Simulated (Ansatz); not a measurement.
An elastic constant from a strain scan in SnO

All numbers below come from DFT PBEsol+D3(BJ), scalar-relativistic, plane waves, PAW (Ansatz 0.2.0). The runs took a 420 eV cutoff, a Γ-centred 12×12×10 mesh and Gaussian smearing (0.15 eV). No spin polarisation. Energies are free energies at this smearing, counted from the undisturbed cell; pressure is positive in compression.

The starting cell (relaxed at this level):

```
Sn O
1.0
     3.77039    0.00000    0.00000
     0.00000    3.77039    0.00000
     0.00000    0.00000    4.56337
Sn O
2 2
Direct
  0.00000 0.50000 0.25326
  0.50000 0.00000 0.74674
  0.00000 0.00000 0.00000
  0.50000 0.50000 0.00000
```

The cell is strained by ε times the Voigt pattern (0, 0, 0, 0, 0, 1) (xx, yy, zz, yz, xz, xy; engineering shear) with fractional coordinates fixed. The cell holds 4 atoms in V0 = 64.87 Å³. The stress column is τ = (1/V0) dE/dε, got from the stress tensor σ (compression positive) at each point as −det(1 + εP) σ : P(1 + εP)⁻¹, with P the pattern as a tensor.

| ε | ΔE (meV/atom) | τ (GPa) |
| --- | --- | --- |
| -0.0525 | 13.022 | -4.909 |
| -0.0450 | 9.557 | -4.204 |
| -0.0375 | 6.639 | -3.501 |
| -0.0300 | 4.251 | -2.799 |
| -0.0225 | 2.385 | -2.098 |
| -0.0150 | 1.060 | -1.398 |
| -0.0075 | 0.270 | -0.699 |
| 0.0000 | 0.000 | 0.000 |
| 0.0075 | 0.270 | 0.699 |
| 0.0150 | 1.060 | 1.398 |
| 0.0225 | 2.385 | 2.098 |
| 0.0300 | 4.251 | 2.799 |
| 0.0375 | 6.639 | 3.501 |
| 0.0450 | 9.557 | 4.204 |
| 0.0525 | 13.022 | 4.909 |
| 0.0600 | ? | ? |

Q: Which combination of elastic constants does this scan measure, and how large is it?

A: For small ε, τ = τ0 + Kε with K = pᵀCp, which for this pattern is C66 in the Cartesian frame shown. The parabola through τ at ε = -0.0075, 0 and 0.0075 has slope K = 93 GPa at zero. The energies per cell, E = NΔE, of the same two points give K = 2[E(ε₊)/ε₊ − E(ε₋)/ε₋]/[(ε₊ − ε₋)V0] = 95 GPa, in agreement. These are clamped-ion values.

Q: Predict the withheld row at ε = 0.0600 from the harmonic law, and compare.

A: ΔE = V0(τ0 ε + Kε²/2)/N = 16.982 meV/atom and τ = 5.59 GPa. The calculation gives 17.024 meV/atom and 5.62 GPa, a miss of 0.3 % of the harmonic energy, so the harmonic law still holds here.

No gap shows at this level, though a semilocal functional can close a small gap that the real compound has; without a gap these slopes depend on the k mesh and the smearing.

Cost: 9 runs of about 1.5 core-minutes in all, on Intel Xeon 6975P-C (Granite Rapids) (shared hosts).